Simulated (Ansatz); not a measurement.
## One compound in many structure types

Candidates compared on computed values. Relaxing one composition in several structure types shows which are competitive, which pressure would favour, and how volume and gap change with structure.

VSi, NiAs type serves as the reference. The reference is the lowest phase computed, which need not be the stable form in nature.

### Data

Where the numbers come from (Ansatz, a plane-wave PAW program): energy: PBE, total energy at 0 K with the change to a 700 eV cutoff added (comparable within one formula alone); volume per atom: PBE, relaxed cell; gap: PBE; bulk modulus: PBE, equation-of-state fit.

The figures follow from the printed values by these rules: ΔE = E − E_ref; ΔV = V − V_ref; temperature scale ΔE/k_B = 11.605 K/meV × ΔE.

```tsv
crystal	E (eV/atom)	V (Å³/atom)	gap (eV)	B₀ (GPa)	ΔE (meV/atom)	ΔV (Å³/atom)	ΔE/k_B (K)
VSi, NbAs type, I4₁md	−1774.213	14.44	0.00	141	252.0	1.19	2900
VSi, NiAs type, reference	−1774.465	13.25	0.00	165	0.0	0.00	0
VSi, WC type, P-6m2	−1774.452	13.24	0.00	164	13.0	−0.01	150
VSi, rock salt	−1774.111	14.59	0.00	139	354.0	1.34	4100
VSi, CoSn type, P6/mmm	−1774.336	15.63	0.00	148	129.0	2.38	1500
```

Model phases, started by placing the elements on a structure type or from a typed cell, with no claim that they are known: VSi, NbAs type, I4₁md; VSi, NiAs type; VSi, WC type, P-6m2; VSi, rock salt; VSi, CoSn type, P6/mmm. Magnetic states: VSi, NbAs type, I4₁md ferromagnetic, as set for this run. Run without spin polarisation: VSi, NiAs type, VSi, WC type, P-6m2, VSi, rock salt, VSi, CoSn type, P6/mmm. No gap (0.00) means none at this level, which can close a small real gap. Spin–orbit coupling is left out unless named.

### Worked example

For VSi, CoSn type, P6/mmm, step by step:

ΔE = 1000 × (−1774.336 − (−1774.465)) = 129.0 meV/atom; ΔV = 15.63 − 13.25 = 2.38 Å³/atom; ΔE/k_B: 11.605 × 129.0 = 1500 K.

### Result

By ΔE (lowest first): VSi, NiAs type (0.0 ± 5.0), VSi, WC type, P-6m2 (13.0 ± 5.0), VSi, CoSn type, P6/mmm (129.0 ± 5.0), VSi, NbAs type, I4₁md (252.0 ± 5.0), VSi, rock salt (354.0 ± 5.0). The ± follows from allowances picked for this note (energy 0.004 eV/atom, 3 meV/atom on the figure itself), carried to first order and added in quadrature, each row's own inputs moving alone; ≈ joins neighbours closer than their two ± added in quadrature.

No row is clearly denser than the reference, so pressure favours none of them.

### Caveats

Vibrational free energy is left out, and phases that were not computed could lie lower. Rows are a sample of the computed phases of this formula. Limits of the draw: a spread of over 30 meV/atom, none over 0.9 eV/atom above the reference, within 8 meV/atom of the lowest or within 3 meV/atom of a neighbour. As a rule kept out of such tables: 4f compounds, open-shell compounds run without a Hubbard term, cells found unstable in the tests at hand, cells close to a higher symmetry, and runs set to a pressure or over 12 % in volume from the crystal's fullest run.
